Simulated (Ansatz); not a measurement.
This Pd₂PtS₃ structure is the end of a relaxation. The cell was found from a structure generator's guess, not taken from experiment.

Computed with DFT PBE, scalar-relativistic, plane waves, PAW (Ansatz). Cutoff 420 eV, Γ-centred mesh, Gaussian smearing, no spin polarisation.

```
Pd Pt S
1.0
    -2.40225    2.40225    4.61571
     2.40225   -2.40225    4.61571
     2.40225    2.40225   -4.61571
Pd Pt S
2 1 3
Cartesian
  0.0000 2.4022 2.3079
  2.4022 0.0000 2.3079
  0.0000 0.0000 4.6157
  0.0000 2.4022 0.0000
  2.4022 0.0000 0.0000
  0.0000 0.0000 0.0000
```

The zero of energy is the elements' standard structures at the same level; no fitted shifts are applied.

Problem. Find its symmetry and describe it.

Solution. I4/mmm (No. 139). Conventional cell: a = 4.804 Å, c = 9.231 Å. Around Pd lie 2 S at 2.31 Å; Pt is surrounded by 4 S at 2.40 Å; around S on a site of symmetry mmm lie 2 Pd at 2.31 Å, 2 Pt at 2.40 Å and 2 S at 2.40 Å; S on a site of symmetry 4/mmm has 4 S at 2.40 Å.

Problem. How far does it lie from the elements in energy?

Solution. +0.24 eV/atom. The separate elements lie lower, so it is unstable against them.

Problem. Is it a metal?

Solution. Yes, bands cross the Fermi level on the 12×12×12 mesh.

The last run used a 12×12×12 mesh for its 6-atom cell and Gaussian smearing of 0.10 eV. Spin–orbit coupling, which can matter for Pt, is left out. The reference form of S is held partly by dispersion forces, which this level lacks. A structure relaxed within its symmetry needn't be a true minimum. Another cell of Pd2PtS3 relaxed alike, in P4/mmm, lies 53 meV/atom lower, so this cell isn't the stable form at this level.
